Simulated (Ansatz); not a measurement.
Relaxed Bi2Te3 (Bi2Te3 type, space group R-3m):

```xyz
5
Lattice="2.1936 1.2665 10.0953 -2.1936 1.2665 10.0953 0.0000 -2.5329 10.0953" Properties=species:S:1:pos:R:3 pbc="T T T"
Bi     0.0000     0.0000    12.1187
Bi     0.0000     0.0000    18.1671
Te     0.0000     0.0000     0.0000
Te     0.0000     0.0000     6.3402
Te     0.0000     0.0000    23.9456
```

In this cell atom 5 (Te, nearest neighbour Bi at 3.068 Å; its periodic images, 4.4 Å or more away, move with it) is moved by s along Cartesian z, unit vector (0.000, 0.000, 1.000); all other atoms and the cell stay fixed.

Method: PBE-D3(BJ) (plane waves to 420 eV, PAW, scalar-relativistic; Ansatz, a quantum-chemistry and plane-wave program). k mesh 7×7×7 (Γ-centred), Fermi-Dirac smearing 0.05 eV. The energy includes the smearing's −TS. As the smearing reaches across the gap at some points, energies and forces of such displacements shift with the k mesh and the smearing. Bi2Te3 was relaxed with its symmetry unable to fall. Spin-orbit coupling is left out, though Bi and Te are heavy. The zero of ΔE is the undisplaced structure. The last digit holds for this mesh only.

| s (Å) | ΔE (meV/cell) |
|---|---|
| -0.610 | 1077.0 |
| -0.488 | 698.4 |
| -0.366 | 394.8 |
| -0.244 | withheld |
| -0.122 | 43.5 |
| 0.000 | 0.0 |
| 0.122 | 39.1 |
| 0.244 | 150.2 |
| 0.366 | 319.1 |
| 0.488 | 529.6 |
| 0.610 | 765.6 |

Q: Fit a polynomial form (powers 2, 3, 4) to the given rows and predict ΔE at s = -0.244.

A: Least squares on the 10 given rows: ΔE = (2764)·s² + (-697.3)·s³ + (-773.1)·s⁴, in meV/cell with s in Å; root-mean-square residual 2.61 meV/cell. At -0.244 the fit gives 171.9 meV/cell; the calculation gives 174.9 meV/cell, so the interpolation is off by -3.0 (-1.7 %). The quadratic term alone would give 164.6 meV/cell.

(For displaced atoms, the force is minus the slope of the energy, and its curvature is a force constant, which sets phonon frequencies.)
